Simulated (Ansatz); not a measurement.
This MgCd₂O₃ structure is the end of a relaxation. The cell was found from a structure generator's guess, not taken from experiment.

Level of theory: DFT PBE, scalar-relativistic, plane waves, PAW (Ansatz 0.2.0). Cutoff 420 eV, Γ-centred mesh, Gaussian smearing, no spin polarisation.

```
CELL_PARAMETERS angstrom
-1.64259 1.64259 6.92364
1.64259 -1.64259 6.92364
1.64259 1.64259 -6.92364
ATOMIC_POSITIONS crystal
Mg 0.50000 0.50000 0.00000
Cd 0.83461 0.83461 0.00000
Cd 0.16539 0.16539 0.00000
O 0.00000 0.00000 0.00000
O 0.65619 0.65619 0.00000
O 0.34381 0.34381 0.00000
```

The zero of energy is the elements' standard structures at the same level (O₂ as a molecule); no fitted shifts are applied.

(1) Find its symmetry and describe it.

(2) How far does it lie from the elements in energy?

(3) Is it a metal?

## Answers

(1) I4/mmm (No. 139), with Mg and Cd ordered on rock salt sites. Conventional cell: a = 3.285 Å, c = 13.847 Å. Around Mg lie 2 O at 2.16 Å and 4 O at 2.32 Å; Cd has 5 O at 2.29–2.33 Å and 1 O at 2.47 Å; around O on a site of symmetry 4/mmm lie 2 Cd at 2.29 Å and 4 Mg at 2.32 Å; O on a site of symmetry 4mm has 1 Mg at 2.16 Å, 4 Cd at 2.33 Å and 1 Cd at 2.47 Å.

(2) −1.483 eV/atom. A negative formation energy is needed for stability but isn't enough: competing phases decide.

(3) No, the gap on the 16×16×16 mesh is 0.30 eV.

The last run used a 16×16×16 mesh for its 6-atom cell and Gaussian smearing of 0.01 eV. Kohn–Sham gaps at this level usually fall short of measured ones. Small gaps are read on the mesh alone, and bands can cross between its points. A structure relaxed within its symmetry needn't be a true minimum.
